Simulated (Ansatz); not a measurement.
Li$_{6}$PS$_{5}$Cl in space group F-43m (No. 216; Pearson symbol cF52), plane-wave PAW r²SCAN (Ansatz code), all energies at zero smearing, with the estimated change up to a 700 eV cutoff added, with one set of potentials and settings (totals compare only within such a set). Cell of 13 atoms (1 Cl, 1 P, 5 S, 6 Li): -7618.701 eV.

```
element             reference phase  E (eV/atom)
-------  --------------------------  -----------
Cl        Cmce, 4 atoms in the cell   -1083.6259
P         Cmce, 4 atoms in the cell    -759.1646
S        P2/c, 32 atoms in the cell    -905.8156
Li       Fm-3m, 1 atoms in the cell    -205.1371
```

Formation energy per atom, worked out: (-7618.701 − 1×(-1083.6259) − 1×(-759.1646) − 5×(-905.8156) − 6×(-205.1371))/13 = -1.232 eV/atom (-119 kJ per mol of atoms), at 0 K, without zero-point energy or fitted corrections.

The start of the workflow was typed in or built on a structure type; the Crystallography Open Database copy checked does not list it. Whether it is the stable phase at ambient conditions was not checked. The r²SCAN relaxation kept the symmetry of its start; whether a distortion lowers the energy is not shown. The references are the lowest solids computed at this level, not always the standard phases (solids in place of the gases).

Potentials: the later of the program's two PAW sets.
